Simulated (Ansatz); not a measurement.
Ru:
```yaml
crystal:
  lattice:
    - [2.68611, 0.00000, 0.00000]
    - [-1.34306, 2.32624, 0.00000]
    - [0.00000, 0.00000, 17.34218]
  atoms:
    - { symbol: Ru, position: [0.00000, 0.00000, 0.68798] }
    - { symbol: Ru, position: [0.33333, 0.66667, 0.81507] }
    - { symbol: Ru, position: [0.66667, 0.33333, 0.93949] }
    - { symbol: Ru, position: [0.33333, 0.66667, 0.06051] }
    - { symbol: Ru, position: [0.66667, 0.33333, 0.18493] }
    - { symbol: Ru, position: [0.00000, 0.00000, 0.31202] }
    - { symbol: Ru, position: [0.33333, 0.66667, 0.43674] }
    - { symbol: Ru, position: [0.66667, 0.33333, 0.56326] }
```

Relaxed with r²SCAN. Special points in fractions of this cell's reciprocal vectors: Γ (0.000, 0.000, 0.000); M (0.500, 0.000, 0.000); K (0.333, 0.333, 0.000); A (0.000, 0.000, 0.500); L (0.500, 0.000, 0.500); H (0.333, 0.333, 0.500).

Q: List the band energies nearest the Fermi level at these points for plane-wave PAW r²SCAN with spin–orbit coupling (Ansatz code).

A: In eV from the Fermi level; about four levels below and three above (degenerate sets whole), none deeper than 8.9 eV; … stands for higher levels left out; points with the same levels are listed once.

| k | below | above |
|---|---|---|
| Γ | -0.24 -0.24 -0.22 -0.22 | 0.07 0.07 0.10 0.10 |
| M | -1.00 -1.00 -0.93 -0.93 | 0.00 0.00 0.23 0.23 |
| K | -0.59 -0.59 -0.59 -0.59 | 0.37 0.37 0.97 0.97 |
| A | -0.18 -0.18 -0.09 -0.09 | 0.52 0.52 … |
| L | -0.17 -0.17 -0.04 -0.04 | 0.03 0.03 1.31 1.31 |
| H | -0.60 -0.60 -0.60 -0.60 | 0.28 0.28 1.07 1.07 |

Space group P-3m1. The start of the workflow was typed in or built on a structure type; neither database checked (COD, Materials Project) lists it. It is not the phase usual at ambient conditions (space group No. 194). The r²SCAN relaxation kept the symmetry of its start; its stability against distortions is not shown here. No spin polarisation was allowed.

Potentials: the later of the program's two PAW sets.
